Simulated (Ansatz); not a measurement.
## Relaxing boron (diamond)

All numbers below come from DFT, LDA (PW92), plane waves (420 eV) with PAW, scalar-relativistic in Ansatz. (PAW data from PBE, frozen cores regenerated.)

k-point mesh 13×13×13, Fermi-Dirac smearing 0.1 eV, no spin polarisation. Cell and atoms relax.

Starting structure:

```
B
1.0
     0.00000    2.06831    2.06831
     2.06831    0.00000    2.06831
     2.06831    2.06831    0.00000
B
2
Direct
  0.12500 0.12500 0.12500
  0.87500 0.87500 0.87500
```

Task: The pressure at the start is -15.7 GPa. By how much does the volume change?

Result: From 8.85 to 8.02 Å³ per atom, -9.4 %. The final cell has a = 4.003 Å.

Task: How much energy does the relaxation gain?

Result: 43.9 meV per atom.

Path of the relaxation (the plane waves are chosen anew near the end, which can shift the energy a little):

```
step  E − E(final) (meV/atom)  V (Å³/atom)  P (GPa)  max force (eV/Å)
   0                    43.94        8.848   -15.75             0.000
   1                     5.54        8.318    -6.42             0.000
   2                    -1.00        7.988     0.90             0.000
   3                    -1.03        8.026    -0.02             0.000
   4                     0.00        8.026    -0.21             0.000
   5                    -0.02        8.018     0.00             0.000
   6                     0.00        8.018     0.00             0.000
```
